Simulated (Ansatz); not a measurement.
Sc:
Space group P6₂22 (No. 180); a = b = 3.1457 Å, c = 7.8545 Å, α = β = 90.00°, γ = 120.00°

| atom | site | symmetry | x | y | z |
|---|---|---|---|---|---|
| Sc | 3c | 222 | 0.5000 | 0.0000 | 0.0000 |

Relaxed at zero pressure with DFT-LDA in the program Ansatz with PAW potentials.

Problem. The volume is raised by 6 % and shape and atoms relax at that volume. What pressure results, and how do the axes share the change?

Solution. -3.0 GPa; a 1.8 %, b 1.8 %, c 2.3 %; the energy rises by 13 meV/atom.

Problem. Give the new structure.

Solution. 
Space group P6₂22 (No. 180); a = 3.2013 Å, b = 3.2013 Å, c = 8.0389 Å, α = 90.00°, β = 90.00°, γ = 120.00°

```json
[
 {"atom": "Sc", "site": "3c", "symmetry": "222", "x": "0.5000", "y": "0.0000", "z": "0.0000"}
]
```

The phase is kept; no other phase was compared at this pressure.

Space group P6_222. The workflow started from a Materials Project entry (that database holds measured and hypothetical structures alike); the Crystallography Open Database copy checked does not list it. It is not the phase usual at ambient conditions (space group No. 194). The cell was relaxed with LDA under the symmetry of its start. At this level the phase is dynamically unstable (imaginary phonons). The run is not spin-polarised. Axis ratios of metals converge slowly with the k-mesh, so a and c are less sure than the volume.

Potentials: the later of the program's two PAW sets.
